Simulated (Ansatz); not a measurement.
Data:

Sb2Se3:
```
Sb2Se3
1.0
   11.66748     0.00000     0.00000
    0.00000     3.98949     0.00000
    0.00000     0.00000    11.35606
Sb Se
8 12
Direct
  0.01968   0.25000   0.32921
  0.98032   0.75000   0.67079
  0.48032   0.75000   0.82921
  0.51968   0.25000   0.17079
  0.15136   0.75000   0.03980
  0.84864   0.25000   0.96020
  0.34864   0.25000   0.53980
  0.65136   0.75000   0.46020
  0.05578   0.25000   0.86737
  0.94422   0.75000   0.13263
  0.44422   0.75000   0.36737
  0.55578   0.25000   0.63263
  0.12874   0.75000   0.44676
  0.87126   0.25000   0.55324
  0.37126   0.25000   0.94676
  0.62874   0.75000   0.05324
  0.21613   0.25000   0.19851
  0.78387   0.75000   0.80149
  0.28387   0.75000   0.69851
  0.71613   0.25000   0.30149
```

This is the PBE+D3(BJ)-relaxed structure. Cartesian axes are those of the cell as given.

Q: All from the program Ansatz at the PBE+D3(BJ) level (PAW), unless another level is named. Predict the HSE06 gap on the PBE+D3(BJ) cell.

A: 1.26 eV.

Q: Give the band gap.

A: 0.81 eV (smallest direct gap 0.84 eV).

Q: And the electron effective mass?

A: 0.18, 0.18, 0.21 mₑ (principal values).

Q: And the formation energy from the elements (no fitted shifts)?

A: -0.26 eV/atom.

Q: Next, the valence-band maximum?

A: on the Γ–Z line, 38 % of the way from Γ (k = 0.000, 0.000, 0.188 in fractions of the reciprocal vectors).

Q: Next, the conduction-band minimum?

A: on the Y–Γ line, 77 % of the way from Y (k = 0.000, -0.117, 0.000 in fractions of the reciprocal vectors) (2 equivalent valleys).

Space group Pnma. The cell was relaxed with PBE+D3(BJ) under the symmetry of its start. The references are the lowest solids computed at this level, not always the standard phases. Scalar-relativistic: spin–orbit coupling is off unless named, which matters more the heavier the elements.

Potentials: the later of the program's two PAW sets.
